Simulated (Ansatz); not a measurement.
A geometry of SnO$_{2}$ away from equilibrium: step 2 of the relaxation of a relaxed SnO2 cell, doubled along one cell vector, shaken by Gaussian noise of σ = 0.08 Å a coordinate. Computed with r2SCAN (plane waves to 500 eV, PAW, scalar-relativistic; Ansatz, a quantum-chemistry and plane-wave program). Γ-centred k-mesh 8×4×3 on the run's cell (coarser than for final values), Fermi–Dirac smearing 0.05 eV.

```yaml
crystal:
  lattice:
    - [1.60159, -2.77723, 0.01935]
    - [3.15090, 5.52410, -0.02005]
    - [0.02745, -0.05018, 9.44400]
  atoms:
    - { symbol: O, position: [0.16401, 0.42425, 0.61323] }
    - { symbol: O, position: [0.17978, 0.93010, 0.59962] }
    - { symbol: O, position: [0.35009, 0.34655, 0.10405] }
    - { symbol: O, position: [0.32209, 0.83105, 0.08880] }
    - { symbol: O, position: [0.86758, 0.09548, 0.40069] }
    - { symbol: O, position: [0.86045, 0.59271, 0.39690] }
    - { symbol: O, position: [0.69037, 0.17038, 0.88281] }
    - { symbol: O, position: [0.69418, 0.68261, 0.89080] }
    - { symbol: Sn, position: [0.00949, 0.01642, 0.99343] }
    - { symbol: Sn, position: [0.98304, 0.49772, 0.99058] }
    - { symbol: Sn, position: [0.53986, 0.26190, 0.50056] }
    - { symbol: Sn, position: [0.52158, 0.75237, 0.50430] }
```

**Question.** Predict the force on each atom, in eV/Å.

**Answer.** 
```json
[
 {"atom": "O1", "Fx": "0.69", "Fy": "-0.53", "Fz": "-0.35"},
 {"atom": "O2", "Fx": "-0.12", "Fy": "-0.70", "Fz": "0.73"},
 {"atom": "O3", "Fx": "-0.83", "Fy": "0.07", "Fz": "-0.56"},
 {"atom": "O4", "Fx": "0.97", "Fy": "0.40", "Fz": "0.81"},
 {"atom": "O5", "Fx": "-0.05", "Fy": "-0.18", "Fz": "-0.41"},
 {"atom": "O6", "Fx": "-0.10", "Fy": "-0.10", "Fz": "-0.02"},
 {"atom": "O7", "Fx": "0.12", "Fy": "0.86", "Fz": "0.34"},
 {"atom": "O8", "Fx": "-1.07", "Fy": "0.09", "Fz": "-0.42"},
 {"atom": "Sn9", "Fx": "-1.43", "Fy": "-1.50", "Fz": "0.34"},
 {"atom": "Sn10", "Fx": "2.23", "Fy": "0.07", "Fz": "-0.41"},
 {"atom": "Sn11", "Fx": "-0.99", "Fy": "0.59", "Fz": "0.02"},
 {"atom": "Sn12", "Fx": "0.56", "Fy": "0.94", "Fz": "-0.06"}
]
```

**Question.** What is the pressure?

**Answer.** +1.6 GPa, compression positive.

**Question.** How much energy per atom can still be gained by relaxing?

**Answer.** 0.04 eV/atom; the path ends in R-3m (No. 166).

No spin polarisation in the result. Without a van der Waals term the distances between weakly bound units are poorly fixed.

Of the parent cell (Cmce (No. 64)): it is a generated cell of SnO2: the first start was made by a random draw of sites in a space group, and the end was not matched to a known phase here, so it may be hypothetical. Known forms of SnO2 include space group No. 136.

The first start was generated by a random draw of sites in a space group. Materials Project lists a structure of SnO2 in the same space group, R-3m (No. 166); the sites were not compared with it, nor with measured phases. Known forms of SnO2 include space group No. 136.
